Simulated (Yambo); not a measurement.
G0W0@LDA for CsLiSO5H4 (space group Cm, No. 8) in Yambo. Reference settings: 2×2×2 Γ-centred k mesh, bands 2 to 226 and a 7 Ry block in the screening, 226 bands in G with the Bruneval-Gonze terminator, plasmon pole fitted at 27.2 eV. The LDA gap (-0.5, -0.5, -0.5) → Γ on this mesh is 4.24 eV; G0W0 gaps are taken between the same points.

```json
[
 {"change from the reference": "reference settings", "G0W0 gap (-0.5, -0.5, -0.5) → Γ (eV)": "6.84", "shift of the valence edge (eV)": "-1.40"},
 {"change from the reference": "3 Ry block, no terminator", "G0W0 gap (-0.5, -0.5, -0.5) → Γ (eV)": "6.68", "shift of the valence edge (eV)": "-1.25"},
 {"change from the reference": "4 Ry block", "G0W0 gap (-0.5, -0.5, -0.5) → Γ (eV)": "6.70", "shift of the valence edge (eV)": "-1.29"},
 {"change from the reference": "176 bands in W, 176 bands in G, 4 Ry block", "G0W0 gap (-0.5, -0.5, -0.5) → Γ (eV)": "6.72", "shift of the valence edge (eV)": "-1.27"},
 {"change from the reference": "wavefunctions cut at 10 Ry", "G0W0 gap (-0.5, -0.5, -0.5) → Γ (eV)": "6.68", "shift of the valence edge (eV)": "-1.15"},
 {"change from the reference": "3 Ry block", "G0W0 gap (-0.5, -0.5, -0.5) → Γ (eV)": "6.72", "shift of the valence edge (eV)": "-1.31"},
 {"change from the reference": "2 Ry block", "G0W0 gap (-0.5, -0.5, -0.5) → Γ (eV)": "…", "shift of the valence edge (eV)": "-1.38"},
 {"change from the reference": "86 bands in W, 86 bands in G, 3 Ry block", "G0W0 gap (-0.5, -0.5, -0.5) → Γ (eV)": "6.88", "shift of the valence edge (eV)": "-1.22"}
]
```

Q: Estimate the withheld gaps from the other rows; the computed values follow.

A: 
- 2 Ry block, G0W0 gap (-0.5, -0.5, -0.5) → Γ (eV): 6.74

The reference isn't shown to be the converged limit.

Geometry of the Materials Project entry, not relaxed at this level; primitive cell a = b = 6.710 Å, c = 4.812 Å, α = β = 107.13°, γ = 50.65°.

A shift is the quasiparticle energy of the state minus its LDA energy.
